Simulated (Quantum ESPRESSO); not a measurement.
# WRu5AlTi: a guest atom moved from site to site

Computed values, not a measurement. The program is pw.x of Quantum ESPRESSO 7.5 (plane-wave density functional theory). The cell is made up: eight metal atoms on a hexagonal close-packed lattice, with elements, volume, strain and displacements drawn at random and not relaxed, so it may be unstable or far from any real phase. PseudoDojo standard norm-conserving files set the functional (PBE unless stated); there is no spin polarisation or spin-orbit coupling, the Fermi-Dirac width of 0.25 eV means electrons at about 2900 K, and the masses in the input are unused placeholders. Heavy elements are run without spin-orbit coupling, which real alloys of them have. A spin test at this wide smearing found no moment, but such smearing suppresses magnetism that the real alloy may have.

The runs move one W atom among sites that otherwise hold Ru. Cell, positions, cutoff, mesh and smearing stay as in the input of run 1; sites are counted in its order. Stress in the tables is positive in tension.

Input of run 1:

```
&control calculation='scf', pseudo_dir='./dojo.nc.sr.pbe.v0_5.standard.upf', outdir='./o', disk_io='minimal', tprnfor=.true., tstress=.true. /
&system ibrav=0, nat=8, ntyp=4, nbnd=72, ecutwfc=84.00895049, nosym=.true., tot_charge=0,
 occupations='smearing', smearing='fd', degauss=0.0183746611
/
&electrons conv_thr=1.470e-08, electron_maxstep=70, mixing_beta=0.5 /
ATOMIC_SPECIES
Al 1.0 Al.upf
Ru 1.0 Ru.upf
Ti 1.0 Ti.upf
W 1.0 W.upf
CELL_PARAMETERS angstrom
2.7011 0.0791 4.6737
2.7503 -0.0378 -4.703
-2.69 4.6814 0.0754
ATOMIC_POSITIONS angstrom
W 0.0017 -0.0095 -0.0957
Ru -1.3351 2.2685 0.0677
Ru 2.7784 1.521 -2.2254
Al 1.4305 3.9436 -2.2361
Ru 2.7736 -0.0869 -0.015
Ru 1.3922 2.4111 0.1041
Ru 2.7016 1.6621 2.2901
Ti 1.3589 3.9318 2.3565
K_POINTS automatic
6 6 5 1 1 1
```

| run | elements on sites 1 to 8 | free energy less that of run 1 (eV) | -TS (eV) | pressure (GPa) | stress xx (GPa) | stress yy (GPa) | stress zz (GPa) | stress yz (GPa) | stress xz (GPa) | stress xy (GPa) | iterations |
| --- | --- | --- | --- | --- | --- | --- | --- | --- | --- | --- | --- |
| 1 | W Ru Ru Al Ru Ru Ru Ti | 0.000 | -1.794 | -5.18 | -3.01 | 6.57 | 11.99 | 0.50 | -0.90 | 1.91 | 19 |
| 2 | Ru W Ru Al Ru Ru Ru Ti | -0.400 | -1.823 | -5.09 | -4.10 | 5.00 | 14.37 | 2.04 | -0.87 | 2.11 | 19 |
| 3 | Ru Ru Ru Al W Ru Ru Ti | -0.029 | -1.807 | -4.85 | -3.07 | 6.45 | 11.17 | 0.80 | -1.21 | 1.75 | 19 |
| 4 | Ru Ru Ru Al Ru W Ru Ti | -0.314 | -1.844 | -4.80 | -3.85 | 4.59 | 13.65 | 0.29 | -0.58 | 1.47 | 18 |
| 5 | Ru Ru Ru Al Ru Ru W Ti | 0.068 | -1.799 | -5.09 | -2.31 | 0.18 | 17.39 | 0.55 | -0.72 | 1.54 | 19 |

Forces Fx Fy Fz (eV/Å):

| site | run 1 | run 2 | run 3 | run 4 | run 5 |
| --- | --- | --- | --- | --- | --- |
| 1 | 0.66 0.44 0.99 | 0.66 -0.10 0.49 | 0.66 0.43 0.38 | 0.78 -0.26 0.34 | 0.50 0.12 0.22 |
| 2 | -0.24 0.33 0.20 | -0.10 0.04 0.65 | 0.03 0.38 0.30 | -0.05 0.31 0.17 | 0.11 0.34 0.29 |
| 3 | -0.59 0.10 -0.35 | -0.60 0.41 -0.45 | -0.62 0.03 -0.46 | -0.72 0.27 -0.24 | -0.61 0.19 -0.43 |
| 4 | -0.53 -0.62 -0.88 | -0.32 -0.16 -0.34 | -0.18 -0.54 -0.67 | -0.32 -0.06 -0.90 | -0.22 -0.37 -0.50 |
| 5 | -0.96 1.08 0.19 | -0.96 0.50 0.37 | -0.84 0.78 0.10 | -0.91 0.18 0.25 | -0.74 0.58 0.33 |
| 6 | 0.34 -1.13 -0.49 | -0.01 -1.24 -0.41 | -0.27 -1.07 -0.54 | 0.09 -1.24 -0.97 | 0.01 -1.00 -0.43 |
| 7 | 0.78 -0.43 0.20 | 0.87 -0.12 0.13 | 0.78 -0.33 0.40 | 0.70 0.00 0.26 | 0.68 -0.73 0.19 |
| 8 | 0.54 0.23 0.14 | 0.45 0.66 -0.43 | 0.44 0.32 0.49 | 0.45 0.79 1.08 | 0.28 0.87 0.34 |

The sites are displaced and not relaxed, so the energy differences mix bonding between neighbours with strain and are not ordering energies. A rerun of one cell of this series at a higher cutoff and on a denser mesh moved values by no more than 0.006 eV in energy, 0.04 GPa in stress and 0.005 eV/Å in force, and a second program with other atomic files agreed on that cell to 2 % rms in force and 0.5 GPa in pressure.